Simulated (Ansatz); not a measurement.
The calculation used DFT PBE, scalar-relativistic, plane waves, PAW (Ansatz). All cells share a 420 eV cutoff and Γ-centred k meshes spaced at most about 0.3 Å⁻¹ (about 0.25 or finer for metals, 2π included). No spin polarisation in the final relaxations.

These are static total energies at zero pressure. All come from trial cells, and lower structures may exist.

Question: These unrelaxed guesses for CaZr3N2 are each relaxed within their symmetry. Order them by the energy at which they end, lowest first.
A.

```xyz
6
Lattice="3.0060 1.7355 2.9951 -3.0060 1.7355 2.9951 0.0000 -3.4710 2.9951" Properties=species:S:1:pos:R:3 pbc="T T T"
Ca    0.0000    0.0000    0.0000
Zr    0.0000    1.7355    2.9951
Zr   -1.5030   -0.8678    2.9951
Zr    1.5030   -0.8678    2.9951
N     0.0000    0.0000    6.6947
N     0.0000    0.0000    2.2905
```

B.

```xyz
6
Lattice="5.6726 0.0000 0.0000 -2.8363 4.9126 0.0000 0.0000 0.0000 3.5903" Properties=species:S:1:pos:R:3 pbc="T T T"
Ca    0.0000    0.0000    0.0000
Zr    2.8363    0.0000    0.0000
Zr   -1.4181    2.4563    0.0000
Zr    1.4181    2.4563    0.0000
N     0.0000    3.2750    0.0000
N     2.8363    1.6375    0.0000
```

C.

```xyz
6
Lattice="3.2002 0.0000 0.0000 0.0000 3.2002 0.0000 0.0000 0.0000 10.6975" Properties=species:S:1:pos:R:3 pbc="T T T"
Ca    1.6001    1.6001    5.3488
Zr    0.0000    0.0000    0.0000
Zr    0.0000    0.0000    7.6440
Zr    0.0000    0.0000    3.0536
N     1.6001    1.6001    9.0647
N     1.6001    1.6001    1.6329
```

D.

```xyz
6
Lattice="5.6516 0.0000 0.0000 -2.8258 4.8944 0.0000 0.0000 0.0000 3.2376" Properties=species:S:1:pos:R:3 pbc="T T T"
Ca    0.0000    0.0000    0.0000
Zr    2.8258    0.0000    1.6188
Zr    1.4129    2.4472    1.6188
Zr   -1.4129    2.4472    1.6188
N     0.0000    3.2629    0.0000
N     2.8258    1.6315    0.0000
```

Answer: D (ends in P6/mmm, 0 meV/atom), A (ends in R-3m, 120 meV/atom), C (ends in P4/mmm, 0.38 eV/atom), B (ends in P6/mmm, 0.52 eV/atom).

A magnetic state wasn't ruled out in cells without spin, among them P6/mmm at 23.8 Å³/atom. Cells relaxed within their symmetry can be saddle points. Some types were kept out of the candidates beforehand, so the set may lack a known form.
